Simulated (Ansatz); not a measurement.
# Vibrational response of ZnS at 5 GPa

Computed with DFT LDA, scalar-relativistic, plane waves, PAW in Ansatz 0.2.0. Plane waves to 420 eV; Γ-centred k mesh 10×10×10; fixed occupations. No spin polarisation. Phonons by linear response, acoustic sum rule imposed.

The cell, relaxed at 5 GPa:
```yaml
crystal:
  lattice:
    - [0.00000, 2.60331, 2.60331]
    - [2.60331, 0.00000, 2.60331]
    - [2.60331, 2.60331, 0.00000]
  atoms:
    - { symbol: Zn, position: [0.00000, 0.00000, 0.00000] }
    - { symbol: S, position: [0.75000, 0.75000, 0.75000] }
```

Optical modes at Γ (transverse, no macroscopic field); i marks an imaginary frequency:
```tsv
frequency (cm⁻¹)	degeneracy	IR intensity of the level ((D/Å)²/amu)
318	3	10.77
```

All 3 optical modes at Γ are real: no displacement of atoms at fixed cell lowers the energy to second order. Strains and modes at other wave vectors aren't tested by this run.

```
Electronic dielectric constant ε∞ (principal values) : 6.18
Static dielectric constant ε0 (principal values)     : 8.3
Refractive index √ε∞, mean                           : 2.49
Kohn–Sham gap on the mesh                            : 2.36 eV
Cost                                                 : 72 s on 1 thread of Arm Neoverse V1, with other jobs on the host, peak memory 0.57 GiB
```

Born effective charges (e):
| atom | Z*xx | Z*yy | Z*zz | mean |
| --- | --- | --- | --- | --- |
| Zn (atom 1) | 1.83 | 1.83 | 1.83 | 1.83 |
| S (atom 2) | -1.83 | -1.83 | -1.83 | -1.83 |